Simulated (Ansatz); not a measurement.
MgSe:
```cif
data_MgSe
_chemical_formula_sum 'Se1 Mg1'
_space_group_name_H-M_alt 'P 1'
_space_group_IT_number 1
_cell_length_a 3.85335
_cell_length_b 3.85335
_cell_length_c 3.85335
_cell_angle_alpha 60.000
_cell_angle_beta 60.000
_cell_angle_gamma 60.000
loop_
_space_group_symop_operation_xyz
  'x, y, z'
loop_
_atom_site_label
_atom_site_type_symbol
_atom_site_fract_x
_atom_site_fract_y
_atom_site_fract_z
_atom_site_occupancy
Se1 Se 0.00000 0.00000 0.00000 1
Mg1 Mg 0.50000 0.50000 0.50000 1
```

Relaxed with PBEsol. 

Problem. HSE06 on this cell (Ansatz, a first-principles code, PAW) gives a gap of 2.68 eV. What does PBEsol give?

Solution. 1.78 eV.

Cost on shared cores: the PBEsol run (SCF on a 9×9×9 mesh, then bands and DOS) about 9 core-seconds (a rough figure), the HSE06 run (SCF on 7×7×7, then a few points) about 80 core-seconds (a rough figure); the tasks are unlike.

Space group Fm-3m (rock salt). The PBEsol relaxation kept the symmetry of its start. Spin–orbit coupling is left out wherever it is not named.

Potentials: the later of the program's two PAW sets.

Ansatz is a plane-wave DFT program.
